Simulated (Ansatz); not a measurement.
**Density of states of GaP**

```
Ga P
1.0
     0.00000    2.75301    2.75301
     2.75301    0.00000    2.75301
     2.75301    2.75301    0.00000
Ga P
1 1
Direct
  0.00000 0.00000 0.00000
  0.25000 0.25000 0.25000
```

The cell was built from the zincblende type and relaxed in the same program, and has space group F-43m; it needn't be a known or the stable phase.

Method: DFT, PBE, all-electron LAPW, scalar-relativistic (Ansatz 0.2.0).

Sampling and basis: a Γ-centred 13×13×13 k mesh, Fermi–Dirac smearing of 0.03 eV, basis error target 1 meV/atom, no spin polarisation.

States per eV and cell, averaged over 0.6 eV, from -9.4 to 3.6 eV, with energies (bin centres) from the valence-band top; empty bins are left out. The partial columns, the largest 3 alone, are projections on Löwdin-orthogonalised atomic shells (those that the program's projection atoms carry: the occupied ones and, for some elements, an empty d or f shell; other empty shells have no column), summed over atoms of an element. Weights on diffuse s and p shells depend on that basis and aren't pure angular character.

| E (eV) | total | P 3p | Ga 4p | Ga 4s |
| --- | --- | --- | --- | --- |
| -9.2 | 0.25 | 0.00 | 0.07 | 0.00 |
| -6.8 | 0.02 | 0.01 | 0.00 | 0.01 |
| -6.2 | 1.56 | 0.71 | 0.13 | 0.64 |
| -5.6 | 0.66 | 0.29 | 0.07 | 0.22 |
| -5.0 | 0.38 | 0.17 | 0.04 | 0.11 |
| -4.4 | 0.25 | 0.12 | 0.03 | 0.07 |
| -3.8 | 0.62 | 0.35 | 0.18 | 0.05 |
| -3.2 | 1.13 | 0.67 | 0.36 | 0.06 |
| -2.6 | 1.46 | 0.91 | 0.46 | 0.05 |
| -2.0 | 1.53 | 1.00 | 0.45 | 0.04 |
| -1.4 | 1.42 | 1.00 | 0.37 | 0.02 |
| -0.8 | 0.76 | 0.57 | 0.16 | 0.01 |
| -0.2 | 0.20 | 0.16 | 0.03 | 0.00 |
| 1.6 | 0.06 | 0.01 | 0.02 | 0.01 |
| 2.2 | 0.80 | 0.16 | 0.24 | 0.20 |
| 2.8 | 1.79 | 0.47 | 0.48 | 0.45 |
| 3.4 | 1.00 | 0.29 | 0.26 | 0.21 |

Problem. Which of the resolved shells contributes most in the top eV of the valence band?

Solution. P 3p, with 78 % of all states there; Ga 4p follows with 19 %.
